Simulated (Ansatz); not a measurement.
Al₂O₃:
```cif
data_Al4O6
_chemical_formula_sum 'Al4 O6'
_space_group_name_H-M_alt 'P 1'
_space_group_IT_number 1
_cell_length_a 5.58544
_cell_length_b 5.58544
_cell_length_c 4.94066
_cell_angle_alpha 90.000
_cell_angle_beta 90.000
_cell_angle_gamma 59.342
loop_
_space_group_symop_operation_xyz
  'x, y, z'
loop_
_atom_site_label
_atom_site_type_symbol
_atom_site_fract_x
_atom_site_fract_y
_atom_site_fract_z
_atom_site_occupancy
Al1 Al 0.99261 0.67178 0.43124 1
Al2 Al 0.00739 0.32822 0.93124 1
Al3 Al 0.32822 0.00739 0.43124 1
Al4 Al 0.67178 0.99261 0.93124 1
O1 O 0.78133 0.21867 0.99116 1
O2 O 0.21867 0.78133 0.49116 1
O3 O 0.89846 0.65879 0.08704 1
O4 O 0.10154 0.34121 0.58704 1
O5 O 0.34121 0.10154 0.08704 1
O6 O 0.65879 0.89846 0.58704 1
```

Relaxed with PBEsol. DFT-PBEsol in the program Ansatz with PAW potentials gives a gap of 4.18 eV.

What gap does HSE06 give on the same cell (Ansatz, PAW)?

6.00 eV, 1.82 eV more. The hybrid was solved on a coarser mesh and at special points; its gap is the smallest among all of these.

```json
[
 {"k": "Γ", "v1 PBEsol": "0.00", "c1 PBEsol": "4.18", "v1 HSE06": "0.00", "c1 HSE06": "6.00"},
 {"k": "Y", "v1 PBEsol": "-0.21", "c1 PBEsol": "6.00", "v1 HSE06": "-0.21", "c1 HSE06": "7.96"},
 {"k": "T", "v1 PBEsol": "-0.24", "c1 PBEsol": "7.55", "v1 HSE06": "-0.25", "c1 HSE06": "9.56"},
 {"k": "Z", "v1 PBEsol": "-0.14", "c1 PBEsol": "6.59", "v1 HSE06": "[?]", "c1 HSE06": "[?]"},
 {"k": "S", "v1 PBEsol": "-0.21", "c1 PBEsol": "6.36", "v1 HSE06": "[?]", "c1 HSE06": "[?]"},
 {"k": "R", "v1 PBEsol": "-0.13", "c1 PBEsol": "7.50", "v1 HSE06": "[?]", "c1 HSE06": "[?]"},
 {"k": "Δ0", "v1 PBEsol": "-0.27", "c1 PBEsol": "6.74", "v1 HSE06": "[?]", "c1 HSE06": "[?]"},
 {"k": "B0", "v1 PBEsol": "-0.14", "c1 PBEsol": "7.78", "v1 HSE06": "-0.14", "c1 HSE06": "9.79"}
]
```

Top valence (v1) and lowest conduction level (c1) in eV from each method's valence maximum (which need not be a listed point): supply the withheld HSE06 values.


- S, v1 HSE06: -0.22
- S, c1 HSE06: 8.29
- Z, v1 HSE06: -0.16
- Z, c1 HSE06: 8.50
- Δ0, v1 HSE06: -0.28
- Δ0, c1 HSE06: 8.73
- R, v1 HSE06: -0.13
- R, c1 HSE06: 9.48

Cost on shared cores: the PBEsol run (SCF on a 6×6×6 mesh, then bands and DOS) very roughly 110 core-seconds, the HSE06 run (SCF on 4×4×4, then a few points) about 3 core-minutes (a rough figure); the tasks are unlike.

Space group Cmc2_1. The first step of the workflow began from a Materials Project structure, measured or hypothetical; the Crystallography Open Database copy checked does not list it. It is not the phase usual at ambient conditions (space group No. 167). The PBEsol relaxation kept the symmetry of its start; whether a distortion lowers the energy is not shown.

Potentials: the later of the program's two PAW sets.
